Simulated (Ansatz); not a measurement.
Problem. Name crystals whose computed values (PBEsol (plane waves, PAW; program Ansatz)) fall in these windows: B₀ by P(V) fit (GPa) 90 to 120; highest Γ mode, no LO–TO term (cm⁻¹) 290 to 360.

Solution. 

```tsv
crystal	B₀ by P(V) fit (GPa)	highest Γ mode, no LO–TO term (cm⁻¹)
TiAl3, Pmm2 (Ti on 1b, Al on 1d, Al on 1c, Al on 1a)	104	333
MgCu2, cubic Laves (MgCu2 type)	105	314
TiAl, P-6m2 (Ti on 1a, Al on 1d)	110	341
LaN, zinc blende	91.8	343
Al2Cu, P4/mmm (Al on 2e, Cu on 1a)	98.8	353
```
Others may fit too.

Typed or built starts, not in the databases checked: LaN, zinc blende. Not the usual ambient phase: TiAl, P-6m2 (Ti on 1a, Al on 1d); Al2Cu, P4/mmm (Al on 2e, Cu on 1a). Standing as an ambient phase not checked: TiAl3, Pmm2 (Ti on 1b, Al on 1d, Al on 1c, Al on 1a); MgCu2, cubic Laves (MgCu2 type). Perhaps ordered models of mixed-site phases: TiAl3, Pmm2 (Ti on 1b, Al on 1d, Al on 1c, Al on 1a); TiAl, P-6m2 (Ti on 1a, Al on 1d). All cells were relaxed under the symmetry of their starts (and spin orders); stability against distortions was not tested throughout. Rows with no word on spin ran without spin polarisation. Scalar-relativistic: spin–orbit coupling is off unless named, which matters more the heavier the elements.

Potentials: the later of the program's two PAW sets.
